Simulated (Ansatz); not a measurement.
## Te, simple cubic: geometry optimisation

The calculation used DFT, PBEsol, plane waves (420 eV) with PAW, scalar-relativistic (Ansatz). The PAW files were generated under PBE, with cores re-solved for the functional.

k-point mesh 10×10×10, Fermi-Dirac smearing 0.1 eV, no spin polarisation. Cell and atoms relax.

Starting structure:

```cif
data_structure
_symmetry_space_group_name_H-M 'P 1'
_symmetry_Int_Tables_number 1
_cell_length_a 3.1462
_cell_length_b 3.1462
_cell_length_c 3.1462
_cell_angle_alpha 90.000
_cell_angle_beta 90.000
_cell_angle_gamma 90.000
_cell_volume 31.14
loop_
_atom_site_label
_atom_site_type_symbol
_atom_site_fract_x
_atom_site_fract_y
_atom_site_fract_z
_atom_site_occupancy
Te1 Te 0.00000 0.00000 0.00000 1
```

What cell does the relaxation end in?

Pm-3m with a = 3.151 Å; 31.28 Å³ per atom against 31.14 at the start (0.4 %).

How much energy does the relaxation gain?

0.1 meV per atom.
